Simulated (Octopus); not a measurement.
ZnS (F-43m, No. 216):
```
CELL_PARAMETERS angstrom
      0.00000     2.69368     2.69368
      2.69368     0.00000     2.69368
      2.69368     2.69368     0.00000
ATOMIC_POSITIONS crystal
  Zn 0.00000 0.00000 0.00000
  S  0.75000 0.75000 0.75000
```
The cell is a database entry, not relaxed again.

Level: LDA. Code: Octopus 16.4. Numerical set-up: grid spacing about 0.16 Å, Γ-centred 6×6×6 k-mesh, no spin polarisation; PseudoDojo 0.4 LDA potentials.

What band gap does LDA give on the standard high-symmetry path?

1.92 eV, direct at Γ. A grid finer by a fifth moves the gap between mesh points by 0.02 eV.
